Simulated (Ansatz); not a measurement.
**Two states of Ni$_{3}$Pb$_{2}$S$_{2}$**

```
Pb Ni S
1.0
     2.87041   -1.62692   -4.59986
     0.02826    3.24240   -4.57850
     2.80355    1.62095    4.56103
Pb Ni S
2 3 2
Direct
  0.99414 0.05203 0.04913
  0.55557 0.50518 0.55254
  0.49232 0.98933 0.48848
  0.98947 0.50675 0.49077
  0.06109 0.98558 0.47384
  0.24230 0.33135 0.90066
  0.69370 0.73242 0.14734
```

Single point in Ansatz 0.2.0 with r2SCAN, with U_eff = 3.71 eV on Ni d (all-electron-ortho-atomic projectors). Cutoff 500 eV, PAW datasets, 4×4×4 (shifted by 0.5, 0, 0 steps) k mesh, fermi-dirac filling (width 0.1 eV).

State A: Ni3 along (0.51, -0.29, -0.81), Ni4 along (0.51, -0.29, -0.81), Ni5 along (0.51, -0.28, -0.81) (spinors with spin-orbit coupling). State B: Ni3 along (0.50, 0.29, 0.82), Ni4 along (-0.50, -0.29, -0.81), Ni5 along (0.50, 0.29, 0.82) (spinors with spin-orbit coupling).

Compare the two self-consistent states.

State B is lower by 0.8 meV an atom at zero smearing; in free energy at this smearing B lies -1.5 meV an atom from A. So small a gap isn't resolved on this mesh where a state is a metal.

```tsv
state	free energy (meV/atom)	largest moment in a small sphere (μB)	net moment (μB/cell)	gap on mesh (eV)	pressure (GPa)	largest force (eV/Å)
A	1.5	0.76	1.76	metal	3.0	2.94
B	0.0	0.82	0.88	metal	3.1	3.00
```

Origin: a strained cell with displaced atoms, so it need not be a known compound. Caveats: another magnetic order, which this cell may not hold, can open a gap; the k mesh is coarse if the cell is a metal; atoms or cell far from equilibrium.
